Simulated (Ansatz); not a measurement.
SnAu5:
```cif
data_Au15Sn3
_chemical_formula_sum 'Sn3 Au15'
_space_group_name_H-M_alt 'R32 :H'
_space_group_IT_number 155
_space_group_name_Hall 'R 3 2"'
_cell_length_a 5.09343
_cell_length_b 5.09343
_cell_length_c 14.31983
_cell_angle_alpha 90.000
_cell_angle_beta 90.000
_cell_angle_gamma 120.000
loop_
_atom_site_label
_atom_site_type_symbol
_atom_site_symmetry_multiplicity
_atom_site_Wyckoff_symbol
_atom_site_fract_x
_atom_site_fract_y
_atom_site_fract_z
_atom_site_occupancy
Sn1 Sn 3 a 0.00000 0.00000 0.00000 1
Au1 Au 6 c 0.00000 0.00000 0.32959 1
Au2 Au 9 e 0.32718 0.32718 0.50000 1
```
(The calculation used a cell of 6 atoms; values per cell refer to that cell.)

Relaxed at zero pressure with DFT-PBEsol in the program Ansatz with PAW potentials.

### Question
The volume is lowered by 6 % and shape and atoms relax at that volume. What pressure results, and how do the axes share the change?

### Answer
10.8 GPa; a -2.1 %, b -2.1 %, c -1.9 %; the energy rises by 34 meV/atom.

### Question
Give the new structure.

### Answer

Space group R32, hexagonal axes (No. 155); a = 4.9857 Å, b = 4.9857 Å, c = 14.0488 Å, α = 90.00°, β = 90.00°, γ = 120.00°

| atom | site | symmetry | x | y | z |
|---|---|---|---|---|---|
| Sn | 3a | 32 | 0.0000 | 0.0000 | 0.0000 |
| Au | 6c | 3. | 0.0000 | 0.0000 | 0.3306 |
| Au | 9e | .2 | 0.3290 | 0.3290 | 0.5000 |

The phase is kept; no other phase was compared at this pressure.

The first step of the workflow began from a Materials Project structure, measured or hypothetical; the Crystallography Open Database files this formula in space group No. 155, but the cells were not matched. Whether it is the stable phase at ambient conditions was not checked. The cell was relaxed with PBEsol under the symmetry of its start; whether a distortion lowers the energy is not shown. Axis ratios of metals converge slowly with the k-mesh, so a and c are less sure than the volume. Spin–orbit coupling is left out wherever it is not named.

Potentials: the later of the program's two PAW sets.
